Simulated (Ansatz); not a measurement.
**Fields on a plane of GaN (wurtzite)**

```xyz
4
Lattice="3.2184 0.0000 0.0000 -1.6092 2.7872 0.0000 0.0000 0.0000 5.2432" Properties=species:S:1:pos:R:3 pbc="T T T"
Ga     1.6092     0.9291     0.0051
Ga     0.0000     1.8581     2.6267
N      1.6092     0.9291     3.2730
N      0.0000     1.8581     0.6514
```

The slice is a (1 -1 0 0) plane (indices of the conventional cell) through the point (0.333, 0.667, 0.501) (fractional), spanned by u = [110] and v = [001] in vectors of this cell: u (3.22 Å) and v (5.24 Å, at 90° to u). It covers one period; positions are fractions (u, v).

Atoms on it: Ga at (0.00, 0.00); N at (0.00, 0.62). Other atoms lie within 1 Å of the plane.

These are PBE (plane waves to 420 eV, PAW, scalar-relativistic; Ansatz, a program for electronic structure) values and carry that method's errors. k mesh 12×12×6. Near the nuclei the fields are pseudised (PAW); where an atom keeps semicore shells as valence, they peak there. GaN was relaxed with its symmetry unable to fall.

```
|00000000000000000000|
|00000000000000000000|
|00000000000000000000|
|00000000000000000000|
|11100000000000000011|
|22111000000000001112|
|43321000000000001233|
|76532100000000012356|
|99753100000000013579|
|99864210000000124689|
|45875210000000125785|
|02775311000001135772|
|35875311000001135785|
|89974210000000124799|
|98753210000000123578|
|65432110000000112345|
|33221100000000011223|
|11110000000000000111|
|00000000000000000000|
|00000000000000000000|
|00000000000000000000|
|00000000000000000000|
|00000000000000000000|
|00000000000000000000|
|00000000011100000000|
|00000000111110000000|
|00000001111111000000|
|00000011111111100000|
|00000011111111100000|
|00000011111111100000|
|00000001111111000000|
|00000000000000000000|
```
Scale: ten equal steps from 0.002 (start of '0') to 0.309 (end of '9'), in the order '0123456789'. Values: density of the highest valence band (whole band, smooth part) in e/Å³. The map has 20 points along u (one character each, u = 0 at the left) and 32 along v (v = 0 in the bottom row). 

```
v \ u   0.00   0.10   0.20   0.30   0.40   0.50   0.60   0.70   0.80   0.90
-----  -----  -----  -----  -----  -----  -----  -----  -----  -----  -----
0.88   0.050  0.053  0.062  0.059  0.049  0.045  0.049  0.059  0.062  0.053
0.75   0.062  0.045  0.022  0.020  0.026  0.029  0.026  0.020  0.022  0.045
0.62   0.304  0.269  0.091  0.014  0.016  0.024  0.016  0.014  0.091  0.269
0.50   0.072  0.046  0.017  0.027  0.053  0.065  0.053  0.027  0.017  0.046
0.38   0.017  0.021  0.032  0.050  0.066  0.072  0.066  0.050  0.032  0.021
0.25   0.032  0.030  0.026  0.023  0.022  0.022  0.022  0.023  0.026  0.030
0.12   0.042  0.037  0.024  0.012  0.012  0.016  0.012  0.012  0.024  0.037
0.00   0.075  0.066  0.054  0.041  0.025  0.020  0.025  0.041  0.054  0.066
```

Values: density of the lowest conduction band (whole band as if filled, smooth part) in e/Å³. 

The density on the Ga–N line (1.98 Å) at its density minimum, 0.9 Å from Ga comes out as 0.69 e/Å³ and the ELF at that point comes out as 0.4. Character of the Ga–N contact (rough rule: ELF there above 0.7 covalent, below 0.2 ionic, polar between): polar, between covalent and ionic. Element round which the density of the highest valence band (whole band, smooth part) is largest on this plane: N.
